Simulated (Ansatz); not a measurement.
The cell below belongs to a search over invented structures; it isn't taken from experiment.

Input and command of a plane-wave DFT calculation in Ansatz:

```yaml
crystal:
  lattice:
    - [5.90467356, 0.0, 0.0]
    - [0.0, 5.90467356, 0.0]
    - [0.0, 0.0, 7.60807285]
  atoms:
    - { symbol: Ga, position: [0.0, 0.0, 0.0] }
    - { symbol: Ga, position: [0.5, 0.5, 0.0] }
    - { symbol: Se, position: [0.5, 0.0, 0.37244732] }
    - { symbol: Se, position: [0.0, 0.5, 0.62755268] }
    - { symbol: Se, position: [0.25, 0.75, 0.0] }
    - { symbol: Se, position: [0.75, 0.25, 0.0] }
    - { symbol: Se, position: [0.75, 0.75, 0.0] }
    - { symbol: Se, position: [0.25, 0.25, 0.0] }
    - { symbol: Se, position: [0.5, 0.0, 0.76864423] }
    - { symbol: Se, position: [0.0, 0.5, 0.23135577] }
basis:
  ecutwfc: 420
kpoints:
  mp_grid: { grid: [3, 3, 2] }
hamiltonian:
  xc: pbe
scf:
  occupations: { method: gaussian, width: 0.2 }
  lower_state_search: "off"
output:
  forces: true
  stress: true
  eigenvalues: true
relax:
  adjacent_minimum: "off"
  f_tol: 0.08
  max_steps: 16
  cell: { stress_tol: 0.8 }
```

```bash
ansatz run input.yaml --threads 1 --pin off --max-ram 2560MiB --backend cpu --events-out ev --progress --plain --runs-dir out
```

Processor: Intel(R) Xeon(R) Processor @ 2.70GHz, 1 thread, on a host shared with other jobs.

Q: How long does it run, and how much memory does it take?

A: About 2.5 min, peak memory 0.68 GiB. It solves 93 bands at 6 k points (after reduction by symmetry) with about 7095 plane waves (on the last cell), in 84 SCF iterations over 12 ionic steps.
